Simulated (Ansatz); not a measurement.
Al (Im-3m), stationary points along a deformation path

Method: Ansatz, DFT PBEsol, scalar-relativistic, plane waves, PAW. The runs took a 420 eV cutoff, a Γ-centred 24×24×24 mesh and Gaussian smearing (0.15 eV). No spin polarisation. Energies are free energies at this smearing, counted from the undisturbed cell; pressure is positive in compression.

The starting cell (as given, not relaxed at this level; it stands at 2.2 GPa; this bcc form isn't the usual structure):

```
Al
1.0
    -1.59122    1.59122    1.59122
     1.59122   -1.59122    1.59122
     1.59122    1.59122   -1.59122
Al
1
Direct
  0.00000 0.00000 0.00000
```

At fixed volume and fractional coordinates, lengths along (0.000, 0.000, 1.000) are scaled against those across it; ρ is that ratio over its starting value. V = 16.116 Å³/atom. Δσ is the stress along the axis less the mean stress across it (compression positive).

| ρ | ΔE (meV/atom) | Δσ (GPa) | space group |
| --- | --- | --- | --- |
| 0.650 | 200.3 | 37.15 | I4/mmm |
| 0.707 | 49.1 | 17.35 | I4/mmm |
| 0.780 | -13.3 | 3.51 | I4/mmm |
| 0.850 | -18.0 | -1.17 | I4/mmm |
| 0.920 | -6.7 | -2.33 | I4/mmm |
| 1.000 | 0.0 | 0.00 | Im-3m |
| 1.100 | -13.4 | 4.47 | I4/mmm |
| 1.200 | -53.1 | 7.92 | I4/mmm |
| 1.300 | -88.1 | 4.62 | I4/mmm |
| 1.414 | -99.6 | 0.01 | Fm-3m |
| 1.500 | -94.1 | -3.37 | I4/mmm |

Question: How does the stress give the slope of the energy, and where is the energy stationary?

Answer: Along the path d ln(length) is 2/3 d ln ρ on the axis and −1/3 d ln ρ across it, so dE/d ln ρ = −(2/3) V Δσ: the energy falls with ρ where Δσ is positive. Δσ vanishes or changes sign between ρ = 0.780 and 0.850, a minimum (near 0.83 by linear interpolation); at ρ = 1.000 (Im-3m), a maximum at 0.0 meV/atom; at ρ = 1.414 (Fm-3m), a minimum at -99.6 meV/atom. Pairs of stationary points between two samples would go unseen, and could change a minimum read from distant neighbours into a maximum. At ρ = 1.000, 1.414 the cell is cubic, where symmetry alone makes the stress isotropic and the slope zero.

Question: Which shear constant sets the curvature at ρ = 1?

Answer: For a cubic crystal E/V = (2/3) C (ln ρ)² with C = C′ = (C11 − C12)/2, so Δσ = −2C ln ρ. The parabola of Δσ against ln ρ through ρ = 0.920, 1 and 1.100 gives C ≈ -18.4 GPa with the ions clamped, rough because the steps are large. It is the stress–strain coefficient at this cell's pressure of 2.2 GPa, not the zero-pressure constant. It is negative, so the cubic cell is unstable to this shear.

Question: Integrate that slope from ρ = 1 to 1.300 by the trapezoid rule.

Answer: With V/N in Å³ and 1 eV/Å³ = 160.2 GPa the slopes at ρ = 1.000, 1.100, 1.200, 1.300 are 0, -300, -531, -310 meV/atom per unit of ln ρ. The steps add (-14.3) + (-36.1) + (-33.6) = -84.1 meV/atom, against -88.1 from the energies; the trapezoid rule misses the curvature of the slope within each step.

Question: Is the start the lowest point of the path?

Answer: No: ρ = 1.414 lies 99.6 meV/atom lower, with no sampled rise above the start on the way. Volume and inner coordinates are held, so a relaxed structure there would lie lower still.

In a metal these slopes depend on the k mesh and the smearing.